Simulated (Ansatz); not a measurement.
## Profile along the Hf–O line in HfO2 (tetragonal-ZrO2 type, space group P4_2/nmc)

HfO₂ (tetragonal-ZrO2 type, space group P4_2/nmc)

```
CELL_PARAMETERS angstrom
      3.60482     0.00000     0.00000
      0.00000     3.60482     0.00000
      0.00000     0.00000     5.26502
ATOMIC_POSITIONS crystal
  Hf 0.00000 0.00000 0.00000
  Hf 0.50000 0.50000 0.50000
  O  0.00000 0.50000 0.19324
  O  0.00000 0.50000 0.69324
  O  0.50000 0.00000 0.30676
  O  0.50000 0.00000 0.80676
```

Fields along a shortest Hf–O line of a (010) plane (2.07 Å), from Hf to O, interpolated on the slice's grid (step about 0.2 Å). Method: PBE (plane waves to 420 eV, PAW, scalar-relativistic; Ansatz, a first-principles code). k mesh 9×9×6. Inside the PAW spheres the values are not all-electron values, and peaks at nuclei hang on which shells count as valence. HfO2 is run without spin polarisation. HfO2 was relaxed with its symmetry unable to fall. Spin-orbit coupling is left out, though Hf is heavy. The PAW data are Ansatz's earlier set. This is a high-temperature form of HfO2.

```json
[
 {"distance from Hf (Å)": "0.00", "valence electron density (e/Å³)": "59.67", "electron localisation function": "x", "density of the highest valence band (e/Å³)": "0.008", "density of the lowest conduction band (e/Å³)": "0.025"},
 {"distance from Hf (Å)": "0.21", "valence electron density (e/Å³)": "44.49", "electron localisation function": "x", "density of the highest valence band (e/Å³)": "0.008", "density of the lowest conduction band (e/Å³)": "0.022"},
 {"distance from Hf (Å)": "0.41", "valence electron density (e/Å³)": "19.21", "electron localisation function": "0.85", "density of the highest valence band (e/Å³)": "0.005", "density of the lowest conduction band (e/Å³)": "0.031"},
 {"distance from Hf (Å)": "0.62", "valence electron density (e/Å³)": "5.31", "electron localisation function": "0.74", "density of the highest valence band (e/Å³)": "0.004", "density of the lowest conduction band (e/Å³)": "0.036"},
 {"distance from Hf (Å)": "0.83", "valence electron density (e/Å³)": "1.38", "electron localisation function": "0.41", "density of the highest valence band (e/Å³)": "0.007", "density of the lowest conduction band (e/Å³)": "0.026"},
 {"distance from Hf (Å)": "1.03", "valence electron density (e/Å³)": "0.73", "electron localisation function": "0.21", "density of the highest valence band (e/Å³)": "0.016", "density of the lowest conduction band (e/Å³)": "0.016"},
 {"distance from Hf (Å)": "1.24", "valence electron density (e/Å³)": "0.93", "electron localisation function": "0.58", "density of the highest valence band (e/Å³)": "0.034", "density of the lowest conduction band (e/Å³)": "0.014"},
 {"distance from Hf (Å)": "1.45", "valence electron density (e/Å³)": "1.93", "electron localisation function": "0.83", "density of the highest valence band (e/Å³)": "0.067", "density of the lowest conduction band (e/Å³)": "0.021"},
 {"distance from Hf (Å)": "1.66", "valence electron density (e/Å³)": "4.32", "electron localisation function": "0.74", "density of the highest valence band (e/Å³)": "0.085", "density of the lowest conduction band (e/Å³)": "0.031"},
 {"distance from Hf (Å)": "1.86", "valence electron density (e/Å³)": "7.39", "electron localisation function": "x", "density of the highest valence band (e/Å³)": "0.044", "density of the lowest conduction band (e/Å³)": "0.029"},
 {"distance from Hf (Å)": "2.07", "valence electron density (e/Å³)": "8.54", "electron localisation function": "x", "density of the highest valence band (e/Å³)": "0.038", "density of the lowest conduction band (e/Å³)": "0.016"}
]
```

x: too close to a nucleus for the ELF to mean much. Band densities are of whole bands, smooth part only.

Density on the Hf–O line (2.07 Å) at its density minimum, 1.1 Å from Hf: 0.72 e/Å³. ELF at that point: 0.3. Element round which the density of the highest valence band (whole band, smooth part) is largest on this plane: O.
